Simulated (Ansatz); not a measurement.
**Phonon dispersion of Sn2GeO3**

Method: DFT PBE, scalar-relativistic, plane waves, PAW (Ansatz). Cutoff 420 eV, 8×8×2 k-points (Γ-centred), fixed occupations. No spin polarisation. Phonons by linear response, acoustic sum rule imposed.

The cell, relaxed at this level:
```yaml
crystal:
  lattice:
    - [4.15714, 0.00000, 0.00103]
    - [0.00000, 3.51295, 0.00000]
    - [-0.01337, 0.00000, 14.89990]
  atoms:
    - { symbol: Sn, position: [0.97496, 0.50000, 0.07744] }
    - { symbol: Sn, position: [0.01104, 0.50000, 0.40304] }
    - { symbol: Sn, position: [0.01426, 0.50000, 0.74952] }
    - { symbol: Sn, position: [0.51321, 0.00000, 0.59317] }
    - { symbol: Ge, position: [0.54975, 0.00000, 0.25777] }
    - { symbol: Ge, position: [0.43651, 0.00000, 0.93198] }
    - { symbol: O, position: [0.02403, 0.00000, 0.99173] }
    - { symbol: O, position: [0.96271, 0.00000, 0.31733] }
    - { symbol: O, position: [0.01325, 0.00000, 0.66015] }
    - { symbol: O, position: [0.50192, 0.50000, 0.00522] }
    - { symbol: O, position: [0.48531, 0.50000, 0.33114] }
    - { symbol: O, position: [0.51304, 0.50000, 0.68152] }
```

The structure comes from a generated guess, relaxed at this level; another structure or a mixture of phases may lie lower. Spin–orbit coupling is left out, which matters for heavy elements. The q mesh is coarse, so values between its points are rough. Modes under 40 cm⁻¹ are poorly fixed. No dispersion correction is applied, so modes and constants that involve weak contacts between layers, chains or molecules come out too soft.

Force constants from linear response on a 2×2×1 q mesh.

**Question.** Is the structure dynamically stable on the q mesh?

**Answer.** No: at q = (-0.500, -0.500, 0.000) a mode is imaginary, 54i cm⁻¹.

**Question.** Give the frequencies (cm⁻¹) at the zone-boundary points of high symmetry (interpolated where a point lies off the q mesh).

**Answer.**
```csv
point,q,frequencies
Z,0.000 0.500 0.000,66 68 71 74 77 78 79 84 86 87 117 118 177 177 195 197 206 210 278 286 313 318 320 331 344 348 357 359 361 366 414 416 446 447 452 459
D,0.000 0.500 0.500,66 68 71 73 75 78 81 84 86 87 117 118 177 177 195 197 206 210 277 287 313 318 320 331 343 348 358 360 361 364 414 416 447 447 451 458
B,0.000 0.000 0.500,14 17 18 19 19 20 32 36 41 87 87 95 108 111 112 160 163 178 193 215 215 254 255 296 348 355 359 411 414 414 418 420 436 508 547 549
A,-0.500 0.000 0.500,56 60 68 68 69 71 72 75 90 92 99 100 136 136 155 157 173 178 264 265 322 325 334 341 347 349 369 376 409 410 416 416 426 436 513 519
E,-0.500 0.500 0.500,54i 49i 56 58 81 83 96 97 123 126 137 139 161 164 170 175 176 184 214 218 220 224 247 247 249 250 270 274 302 309 483 487 496 502 514 515
C2,-0.500 0.500 0.000,54i 50i 56 58 81 83 96 97 122 126 137 139 161 163 171 175 176 184 214 217 220 224 246 247 250 250 270 274 303 308 483 487 496 503 514 515
Y2,-0.500 0.000 0.000,56 60 68 68 69 71 72 75 90 92 99 100 136 136 155 157 174 178 264 265 322 324 336 340 346 349 369 376 409 410 416 416 427 436 513 519
```
